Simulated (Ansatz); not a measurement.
Lu (hcp, Mg type)

```xyz
2
Lattice="3.5071 0.0000 0.0000 -1.7535 3.0372 0.0000 0.0000 0.0000 5.4621" Properties=species:S:1:pos:R:3 pbc="T T T"
Lu     0.0000     2.0248     4.0966
Lu     1.7535     1.0124     1.3655
```

The slice is a (1 -1 0 0) plane (indices of the conventional cell) through the point (0.333, 0.667, 0.750) (fractional), spanned by u = [110] and v = [001] in vectors of this cell: u (3.51 Å) and v (5.46 Å, at 90° to u). It covers one period; positions are fractions (u, v).

Calculation: PBE (plane waves to 420 eV, PAW, scalar-relativistic; Ansatz, a program for electronic structure). k mesh 15×15×9. Inside the PAW spheres the values are not all-electron values, and peaks at nuclei hang on which shells count as valence. Lu is run without spin polarisation. Lu was relaxed with its symmetry unable to fall.

Three fields on this plane, each scaled to ten steps between its own extremes (0 low, 9 high; the total valence density on a logarithmic scale, the potential cut 8 eV below its top; x marks points blanked near nuclei; v = 0 in the bottom row):

Map A
```
|xxxxxx9410000149xxxxx|
|xxxxxx8410000148xxxxx|
|xxxxxx6310000136xxxxx|
|xxxxx741000000147xxxx|
|xxxx74210000001247xxx|
|997642100000000124679|
|544321000000000012344|
|221100000000000000112|
|111000000000000000011|
|000000000011000000000|
|000000011122111000000|
|000000112333321100000|
|000011134555543111000|
|000111245677654211100|
|111112346899864321111|
|111112357899875321111|
|111112346899864321111|
|000111245677654211100|
|000011134555543111000|
|000000112333321100000|
|000000011122111000000|
|000000000011000000000|
|111000000000000000011|
|221100000000000000112|
|544321000000000012344|
|997642100000000124679|
|xxxx74210000001247xxx|
|xxxxx741000000147xxxx|
|xxxxxx6310000136xxxxx|
|xxxxxx8410000148xxxxx|
|xxxxxx9410000149xxxxx|
|xxxxxx9520000259xxxxx|
```

Map B
```
|xxxxxx0036776300xxxxx|
|xxxxxx0046776400xxxxx|
|xxxxxx0257887520xxxxx|
|xxxxx003688886300xxxx|
|xxxx00357899875300xxx|
|000003568999986530000|
|001245678999987654210|
|444567788888888776544|
|777777777777777777777|
|888887766655666778888|
|999887654433445678899|
|999876532100123567899|
|999875420000002457899|
|999865200000000256899|
|999764100000000146799|
|999764100000000146799|
|999764100000000146799|
|999865200000000256899|
|999875420000002457899|
|999876532100123567899|
|999887654433445678899|
|888887766655666778888|
|777777777777777777777|
|444567788888888776544|
|001245678999987654210|
|000003568999986530000|
|xxxx00357899875300xxx|
|xxxxx003688886300xxxx|
|xxxxxx0257887520xxxxx|
|xxxxxx0046776400xxxxx|
|xxxxxx0036776300xxxxx|
|xxxxxx0035775300xxxxx|
```

Map C
```
|xxxxxx3001221003xxxxx|
|xxxxxx2001331002xxxxx|
|xxxxxx0002442000xxxxx|
|xxxxx100135531001xxxx|
|xxxx10002466420001xxx|
|321000013566531000012|
|000000134566543100000|
|000112334444443321100|
|333333332222223333333|
|665543211000011234556|
|887643100000000134678|
|998642000000000024689|
|998531000000000013589|
|997520000111100002579|
|997420001222210002479|
|997420001233210002479|
|997420001222210002479|
|997520000111100002579|
|998531000000000013589|
|998642000000000024689|
|887643100000000134678|
|665543211000011234556|
|333333332222223333333|
|000112334444443321100|
|000000134566543100000|
|321000013566531000012|
|xxxx10002466420001xxx|
|xxxxx100135531001xxxx|
|xxxxxx0002442000xxxxx|
|xxxxxx2001331002xxxxx|
|xxxxxx3001221003xxxxx|
|xxxxxx3000220003xxxxx|
```

Task: Assign the maps to these fields: electron localisation function (ELF); valence electron density; electrostatic potential energy of an electron, from the cell's mean.

Result: A is the valence electron density; B is the electrostatic potential energy of an electron, from the cell's mean; C is the electron localisation function (ELF).
